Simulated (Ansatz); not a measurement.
Cu Kα1 powder pattern (kinematic, no thermal factors).
| 2θ (°) | relative intensity |
| --- | --- |
| 11.79 | 1 |
| 14.12 | 100 |
| 18.05 | 1 |
| 27.43 | 4 |
| 27.44 | 8 |
| 30.93 | 56 |
| 31.08 | 28 |
| 39.78 | 5 |
| 39.87 | 33 |
| 40.02 | 11 |
| 40.10 | 16 |
| 48.50 | 22 |
| 48.51 | 11 |
| 50.67 | 8 |
| 50.78 | 8 |
| 50.87 | 8 |
| 51.81 | 9 |
| 51.91 | 3 |
| 52.10 | 17 |
| 52.20 | 1 |
| 56.63 | 1 |
| 58.55 | 4 |
| 58.74 | 9 |
| 58.90 | 4 |
| 64.35 | 4 |
| 64.47 | 2 |
| 64.69 | 8 |
| 64.80 | 1 |
| 65.94 | 3 |
| 66.28 | 5 |
| 73.69 | 6 |
| 74.16 | 3 |
| 75.84 | 3 |
| 79.37 | 3 |
| 79.38 | 4 |
| 79.47 | 4 |
| 79.61 | 4 |
| 79.69 | 3 |
| 79.99 | 3 |
| 84.47 | 1 |
| 84.52 | 4 |
| 84.69 | 4 |
| 84.79 | 1 |
| 84.93 | 1 |
| 84.98 | 4 |
| 85.98 | 3 |
| 86.58 | 1 |

The pattern is computed from a structure relaxed with DFT PBE, scalar-relativistic, plane waves, PAW in Ansatz 0.2.0. No spin polarisation. Its elements are Pd, Pt, Se.

**Question.** Give the structure.

**Answer.** PdPt₃Se₈.
Space group P2/m (No. 10). a = 6.267 Å, b = 7.501 Å, c = 6.497 Å, α = 90.00°, β = 90.44°, γ = 90.00°
| atom | site | symmetry | x | y | z |
| --- | --- | --- | --- | --- | --- |
| Pd | 1a | 2/m | 0.0000 | 0.0000 | 0.0000 |
| Pt | 1b | 2/m | 0.0000 | 0.5000 | 0.0000 |
| Pt | 2k | 2 | 0.0000 | 0.2499 | 0.5000 |
| Se | 2m | m | 0.7915 | 0.0000 | 0.6647 |
| Se | 2n | m | 0.7913 | 0.5000 | 0.6648 |
| Se | 4o | 1 | 0.7916 | 0.2504 | 0.1655 |

A pattern alone doesn't exclude other cells with like lines; this is the one computed.

The cell was found from a structure generator's guess, not taken from experiment. No dispersion correction is applied, so the spacing between layers, chains or molecules is poorly fixed.
